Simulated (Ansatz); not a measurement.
AlN:
```
CELL_PARAMETERS angstrom
      0.00000     2.20161     2.20161
      2.20161     0.00000     2.20161
      2.20161     2.20161     0.00000
ATOMIC_POSITIONS crystal
  N  0.75000 0.75000 0.75000
  Al 0.00000 0.00000 0.00000
```

Relaxed with PBE. Special points in fractions of this cell's reciprocal vectors: Γ (0.000, 0.000, 0.000); X (0.500, 0.000, 0.500); U (0.625, 0.250, 0.625); K (0.375, 0.375, 0.750); L (0.500, 0.500, 0.500); W (0.500, 0.250, 0.750).

Question: List the band energies nearest the valence-band maximum at these points for DFT-PBE in the program Ansatz with PAW potentials.

Answer: In eV from the valence-band maximum; about four levels below and three above (degenerate sets whole), none deeper than 8.9 eV; … stands for higher levels left out; points with the same levels are listed once.

```csv
k,below,above
Γ,0.00 0.00 0.00,3.98 …
X,-4.82 -1.74 -1.74,3.31 8.48 …
U,-4.19 -3.55 -1.35,5.12 9.92 …
L,-5.74 -0.47 -0.47,7.17 9.70 …
W,-3.75 -3.35 -2.63,5.99 11.28 …
```

Space group F-43m (zinc blende). Symmetry was held in the PBE relaxation; phonons on a q-mesh show no instability.

Potentials: the later of the program's two PAW sets.
